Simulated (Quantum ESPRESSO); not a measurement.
## Moving one atom in Ru2Ta4ZnZr

These are calculations, not measurements. They come from Quantum ESPRESSO 7.5, a public plane-wave density functional program. Each row is one single-point run on a made-up periodic cell of eight metal atoms, with elements, volume, strain and displacements drawn at random and not relaxed, so a cell may be unstable or far from any real phase. There is no spin polarisation or spin-orbit coupling.

Settings: PBE unless stated; PseudoDojo standard norm-conserving files; Fermi-Dirac width 0.25 eV, which means electrons at about 2900 K; cutoff 1143 eV; 6 x 5 x 4 k mesh shifted half a step off Gamma. E is the free energy of the whole cell (internal energy minus TS), so a -TS column is already part of it. Stress is positive in tension, and the pressure P is minus a third of its trace.

Checks: one run of this series was repeated at a higher cutoff and on a denser mesh, which moved values by no more than 0.003 eV, 0.02 GPa and 0.003 eV/Å, and a second program with other atomic files agreed on it to 2 % rms in force and 0.5 GPa in pressure. Known limits: heavy elements are run without spin-orbit coupling, which real alloys of them have; a spin test at this wide smearing found no moment, but such smearing suppresses magnetism that the real alloy may have.

The lattice is face-centred cubic, and the cell vectors in Å are (-4.218, 0.058, 0.026); (0.032, -4.197, 4.221); (-0.100, 6.314, 2.129), a volume of 150.07 Å³. The elements on sites 1 to 8 are Ru Ta Ta Zr Ta Ta Ru Zn. The runs move the Ta atom on site 5 by u along z from its drawn, already displaced place and keep all else fixed. Forces are on that atom, and E is counted from run 3.

```
run,u (Å),Fx (eV/Å),Fy (eV/Å),Fz (eV/Å),P (GPa),E (meV)
1,-0.1015,-0.325,0.590,-0.082,-10.75,-38.1
2,-0.0894,-0.329,0.575,-0.179,-10.71,-36.5
3,-0.0135,-0.344,0.461,-0.781,-10.33,0.0
4,0.0148,-0.347,0.411,-1.001,-10.16,25.2
5,0.0430,?,?,?,?,?
6,0.0536,-0.350,0.336,-1.295,-9.88,69.8
7,0.0932,-0.351,0.252,-1.586,-9.56,126.9
```

## Worked fit

A parabola through the runs shown gives Fz = -0.887 - 7.71 u + 2.2 u² eV/Å, with an error of 0.01 on the linear term and a scatter of 0.001 eV/Å. Minus its integral from run 1 to run 7 is 165 meV, and the table's energies differ by 165 meV.

## Withheld run

Question: what Fz should run 5 give?

The fit gives -1.214 ± 0.001 eV/Å. The calculation gave -1.215 eV/Å.
